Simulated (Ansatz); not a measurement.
CsPbBr$_{3}$:
```
CELL_PARAMETERS angstrom
      5.99878     0.00000     0.00000
      0.00000     5.99878     0.00000
      0.00000     0.00000     5.99878
ATOMIC_POSITIONS crystal
  Cs 0.00000 0.00000 0.00000
  Pb 0.50000 0.50000 0.50000
  Br 0.50000 0.50000 0.00000
  Br 0.00000 0.50000 0.50000
  Br 0.50000 0.00000 0.50000
```

Relaxed with PBE. Special points in fractions of this cell's reciprocal vectors: Γ (0.000, 0.000, 0.000); X (0.000, 0.500, 0.000); M (0.500, 0.500, 0.000); R (0.500, 0.500, 0.500).

Question: List the band energies nearest the valence-band maximum at these points for plane-wave PAW PBE with spin–orbit coupling (Ansatz code).

Answer: In eV from the valence-band maximum; about four levels below and three above (degenerate sets whole), none deeper than 8.9 eV; points with the same levels are listed once.

```
k                              below                          above
-  ---------------------------------  -----------------------------
Γ            -1.56 -1.56 -1.56 -1.56  3.22 3.22 4.41 4.41 4.41 4.41
X            -1.68 -1.68 -1.23 -1.23            2.33 2.33 4.55 4.55
M            -1.39 -1.39 -0.60 -0.60            1.42 1.42 2.72 2.72
R  -1.28 -1.28 -1.28 -1.28 0.00 0.00  0.54 0.54 2.17 2.17 2.17 2.17
```

Space group Pm-3m (cubic perovskite). This is a known high-temperature phase of the composition, computed here at zero pressure and temperature. The cell was relaxed with PBE under the symmetry of its start; of distortions, only those at the zone centre were tested.

Potentials: the later of the program's two PAW sets.
